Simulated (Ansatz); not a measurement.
An Ansatz (a program for electronic structure) run. Input:

Ansatz 0.2 input:
```yaml
crystal:
  lattice:
    - [-1.5753580596, 1.5753580596, 1.5753580596]
    - [1.5753580596, -1.5753580596, 1.5753580596]
    - [1.5753580596, 1.5753580596, -1.5753580596]
  atoms:
    - { symbol: Mo, position: [0.0, 0.0, 0.0] }
kpoints:
  mp_grid: { grid: [18, 18, 18] }
hamiltonian:
  xc: r2scan
  pseudopotentials: { azcp: { folder: ./paw }, kind: paw }
scf:
  occupations: { method: gaussian, width: 0.1 }
checkpoint: { read: metal.run }
output: { bader: true, populations: true }
```

Output (shortened):

```
Pseudopotentials: kind: paw
Pseudopotential: Mo, paw, valence charge 14
Functional definition: r2SCAN
Crystal: 1 atoms, lattice volume = 15.639 Å³
Basis set: ecut = 500 eV, 381 PW (Γ), exchange–correlation on 80×80×80 points (64 copies of the dense FFT grid, shifted against one another)
Bands: 15, of which v1, the nominal top of the filled ones, is band 7 counted from 1 (6 counted from 0)
Symmetry: 48 space group operations
Space group: Im-3m (ITA 229), of the structure as read, at distance tolerance 2.5e-5 Å
k-points: 195 of 5832
PAW frozen core: Mo, regenerated for the run's functional
Initial density: read from a saved state, or passed on in memory by an earlier SCF of this step, an earlier step, the calling program or the single point that …
Stability of the state it starts from, as read at its close in the unpolarized treatment …
Initial wavefunctions: pseudopotential atomic-orbital guess
Eigensolver: davidson
Functional: x = r2scan, c = r2scan; τ floored in thin density (d = 2e-4 eV/Å³)
iter 1 solved again at ethr=2.47e-8 eV; its pass at ethr=3.10e-3 eV (dr2=3.46e-6 eV) is discarded
SCF iter   1: F=—  HF=-4967.624373 eV  |F-HF|=—  |Δ(HF+E_count)|=         —  Δρ=9.45e-7  dr2=3.36e-11  dr2_τ=4.89e-11  ethr=2.47e-8  ⟨swp⟩=3.4  Hψ=24681  notcnv=0
all-band conjugate gradients solve this SCF's bands
preconditioner: auto → none
SCF iter   2: F=-4967.624373 eV  HF=-4967.624373 eV  |F-HF|=8.19e-12  |Δ(HF+E_count)|=   4.09e-9  Δρ=5.10e-7  dr2=9.51e-12  dr2_τ=3.68e-12  ethr=1.00e-12  ⟨swp⟩=4.7  Hψ=8699  notcnv=0
SCF 1 converged in 2 iterations: F = -4967.624373 eV  dr2 = 9.51e-12
SCF converged after 2 iterations
Free energy (F): -4967.624373 eV
Harris-Foulkes:  -4967.624373 eV  (|F-HF|=8.19e-12)
Internal energy: -4967.621526 eV  (E = F + TS)
E sigma→0 (E₀):  -4967.622950 eV
Entropy (-TS):   -0.002847 eV (-2.847 meV/atom)
Fermi energy:    21.026051 eV
--- Per-component energies (eV) ---
  E_band       = -68.133722
  E_kinetic    = 421.172112
  E_local      = -767.853580  (includes V_loc(G=0)·N_el)
  E_nonlocal   = 147.712750
  E_hartree    = 260.611998
  E_xc         = -170.913766
  E_vxc        = -245.599052  (∫ρ·V_xc dr)
  E_paw        = -3228.163971  (= ΣΔE_a)
  E_vpaw       = -161.141979  (= ΣTr[D̂ρ^β])
  E_aug_tail   = 0.000021  (compensation charges beyond the density's cutoff)
  E_vtau       = 16.351969  (kinetic-family band-sum trace: ∫τ·v_τ [+ j·A + Jᵃ·Aᵃ] dr)
  E_ewald      = -1629.965891
  E_core_change = -0.221201  (= ΣΔE_core)
  E_smearing   = -0.002847  (= −TS)
  E_closure    = 0.000000  (closes the sum)
  Σ components = -4967.624373   (vs F -4967.624373, Δ=0.00e0)
  [band-id]    e_kinetic+e_local+e_nonlocal+2·e_hartree+e_vxc+e_vpaw+e_augmentation_tail+e_vtau = -68.133762   (vs E_band -68.133722, Δ=-3.99e-5)
--- Band table (eV; the first three rows and the last of 195) ---
  k-point 0: bands = ["-42.2414", "-14.6944", "-14.6944", "-14.6944", "13.3713", "19.5928", "19.5928", "19.5928", "22.9192", "22.9192", "36.3380", "36.3380", "36.3380", "48.3971", "48.3971"]
  k-point 1: bands = ["-42.2329", "-14.7428", "-14.7092", "-14.6947", "13.5152", "19.5108", "19.5789", "19.7266", "22.7953", "22.9202", "36.4446", "36.5759", "36.6161", "47.2570", "48.0492"]
  k-point 2: bands = ["-42.2082", "-14.8810", "-14.7517", "-14.6957", "13.9259", "19.2831", "19.5201", "20.1225", "22.5200", "22.9289", "36.6999", "37.2687", "37.3057", "45.5308", "47.1657"]
  k-point 194: bands = ["-41.7496", "-15.7208", "-15.7208", "-15.7208", "15.3843", "15.3843", "25.1387", "25.1387", "25.1387", "30.4859", "30.4859", "30.4859", "41.9880", "42.3580", "42.3580"]
  band table: 15 of 15 bands, residual norms ≤ 1.0e-3 eV
--- Löwdin populations: 1 site ---
  site symbol       q [e]
     0     Mo     13.9136
  spilling = 0.006175 (of n_electrons = 14.000000)
--- Bader charges: 1 site ---
  site symbol  charge [e]  shift [e]
     0     Mo      0.0000     0.0000
  shift: an alarm, by how much a part of what the PAW files miss would move the charge. Where it is large, compare
  with a run on PAW files of another source; a small one proves nothing
  estimated error of the sums over rays = 4.4e-7 e
```

Cost: about 12 core-seconds (a rough figure) on shared cores.

The r²SCAN relaxation kept the symmetry of its start. The run is not spin-polarised. Scalar-relativistic: spin–orbit coupling is off unless named, which matters more the heavier the elements.

Potentials: the earlier of the program's two PAW sets.

Ansatz is a plane-wave DFT program.
